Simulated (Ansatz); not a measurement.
HfH2, DFT, LDA, all-electron PAW with datasets made for the crystal, scalar-relativistic (Ansatz 0.2.0), run on 1 thread of Arm Neoverse V2 on a shared host.

The geometry is COD entry 2310961, unchecked; take it as a test cell. The listed cell was then made from it by scaling, straining or moving an atom.

Command: `ansatz run input.yaml --threads 1 --pin off --max-ram 4096MiB --backend cpu --events-out ev --progress --plain --runs-dir out`

```yaml
crystal:
  lattice:
    - [-1.77378, 1.77378, 2.1805]
    - [1.77378, -1.77378, 2.1805]
    - [1.77378, 1.77378, -2.1805]
  atoms:
    - { symbol: Hf, position: [0.0, 0.0, 0.0] }
    - { symbol: H, position: [0.75, 0.25, 0.5] }
    - { symbol: H, position: [0.25, 0.75, 0.5] }
kpoints:
  mp_grid: { grid: [12, 12, 12] }
scf:
  occupations: { method: fermi_dirac, width: 0.03 }
hamiltonian:
  xc: lda
  pseudopotentials: { kind: all_electron, datasets: crystal }
output:
  forces: true
  stress: true
  eigenvalues: true
  efg: { contact_densities: true }
```

(1) How large is the problem that the program sets up?

(2) Estimate the wall time and the peak memory.

(3) And the same cell and mesh by PAW with the default files, asked for forces, stress, eigenvalues, efg, write_density, write_potential, elf, on the same hardware?

Results:

(1) 163 irreducible k-points, 551 plane waves at Γ, 20 bands.

(2) 23 s of wall time for 9 SCF iterations, with a peak of 0.78 GiB. Times on shared machines scatter by tens of per cent.

(3) 6.3 s, peak memory 0.41 GiB.
